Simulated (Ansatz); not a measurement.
Data:

KTaF6:
```
KTaF6
1.0
    5.15031     0.00000     0.00000
    0.00000     5.15031     0.00000
    0.00000     0.00000     9.27968
K Ta F
2 2 12
Direct
  0.00000   0.00000   0.00000
  0.00000   0.00000   0.50000
  0.50000   0.50000   0.25000
  0.50000   0.50000   0.75000
  0.23844   0.23844   0.25000
  0.23844   0.76156   0.75000
  0.76156   0.76156   0.25000
  0.76156   0.23844   0.75000
  0.31505   0.68510   0.10708
  0.68510   0.68495   0.89292
  0.68495   0.31490   0.10708
  0.31490   0.31505   0.89292
  0.68495   0.68510   0.60708
  0.31490   0.68495   0.39292
  0.31505   0.31490   0.60708
  0.68510   0.31505   0.39292
```

This is the LDA-relaxed structure.

Q: All from LDA (plane waves, PAW; program Ansatz), unless another level is named. Give the band gap.

A: 6.51 eV (smallest direct gap 6.53 eV).

Q: Predict the weight of the valence-edge state by species (Voronoi cells).

A: F 100 %.

Q: Next, the weight of the conduction-edge state by species (Voronoi cells)?

A: Ta 61 %, F 38 %.

Q: What about the conduction-band minimum?

A: at X (2 equivalent valleys).

Space group P4_2/mcm. The first step of the workflow began from a Materials Project structure, measured or hypothetical; the Crystallography Open Database copy checked does not list it. Whether it is the stable phase at ambient conditions was not checked. The cell was relaxed with LDA under the symmetry of its start; phonons on a q-mesh show weakly imaginary modes. The run is not spin-polarised. Point labels and valley counts follow the cell and symmetry of the run, lower than the named group. Scalar-relativistic: spin–orbit coupling is off unless named, which matters more the heavier the elements.

Potentials: the later of the program's two PAW sets.
